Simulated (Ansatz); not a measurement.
Question: BP (CsCl type, Pm-3m) is relaxed with r²SCAN in the plane-wave PAW code Ansatz. What lattice parameters of the conventional cell result?

Answer: a = 2.711 Å.

Question: Is it a metal or does it have a gap at this level?

Answer: No gap at this level.

The start of the workflow was typed in or built on a structure type; neither database checked (COD, Materials Project) lists it. It is not the phase usual at ambient conditions (space group No. 216). The r²SCAN relaxation kept the symmetry of its start. At this level the phase is mechanically unstable. The volume moved by 19 % from the start of the relaxation. Its formation energy is positive at this level, so the cell may be metastable or incomplete.

Potentials: the earlier of the program's two PAW sets.
